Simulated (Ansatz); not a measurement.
FeLi$_{4}$Nb$_{6}$O$_{18}$ in space group P3 (No. 143; Pearson symbol hP29), DFT-r²SCAN in the program Ansatz with PAW potentials, all energies at zero smearing, with the estimated change up to a 700 eV cutoff added, with one set of potentials and settings (totals compare only within such a set). Cell of 29 atoms (1 Fe, 4 Li, 6 Nb, 18 O): -42954.465 eV.

```tsv
element	reference phase	E (eV/atom)
Fe	Im-3m, 1 atoms in the cell, spin-polarised	-4485.8961
Li	Fm-3m, 1 atoms in the cell	-205.1371
Nb	Im-3m, 1 atoms in the cell	-4563.6321
O	C2/m, 4 atoms in the cell, spin-polarised	-566.0281
```

Formation energy per atom, worked out: (-42954.465 − 1×(-4485.8961) − 4×(-205.1371) − 6×(-4563.6321) − 18×(-566.0281))/29 = -2.680 eV/atom (-259 kJ per mol of atoms), at 0 K, without zero-point energy or fitted corrections.

The start of the workflow was typed in or built on a structure type; neither database checked (COD, Materials Project) lists it. Whether it is the stable phase at ambient conditions was not checked. Symmetry was held in the r²SCAN relaxation; its stability against distortions is not shown here. Spin order of the final state: ferromagnetic, the only order run, not a proven ground state. Other orbital occupations within this spin state were not tried. No Hubbard U is applied. The references are the lowest solids computed at this level, not always the standard phases (solids in place of the gases).

Potentials: the later of the program's two PAW sets.
